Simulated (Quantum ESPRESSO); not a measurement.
```
CELL_PARAMETERS angstrom
      0.00000     4.43267     4.43267
      4.43267     0.00000     4.43267
      4.43267     4.43267     0.00000
ATOMIC_POSITIONS crystal
  F  0.79192 0.20808 0.20808
  F  0.20808 0.79192 0.79192
  F  0.20808 0.79192 0.20808
  F  0.79192 0.20808 0.79192
  F  0.20808 0.20808 0.79192
  F  0.79192 0.79192 0.20808
  Co 0.00000 0.00000 0.00000
  Rb 0.25000 0.25000 0.25000
  Rb 0.75000 0.75000 0.75000
  Rb 0.50000 0.50000 0.50000
```

The geometry is that of Materials Project entry mp-1113630, symmetrised and not relaxed again.

What does PBEsol (Quantum ESPRESSO, PseudoDojo norm-conserving, 96 Ry, scalar-relativistic) give for the electronic structure near the Fermi level?

The PBEsol gap is direct, 1.32 eV at X. Another valence and conduction extremum on the path lies within 0.02 eV, too close to call. The 3d shell has no Hubbard U; the runs are without spin polarisation, and magnetic order was not tried.

The structure is a Materials Project entry; no match was found in the copy of COD used, and its stability was not checked.
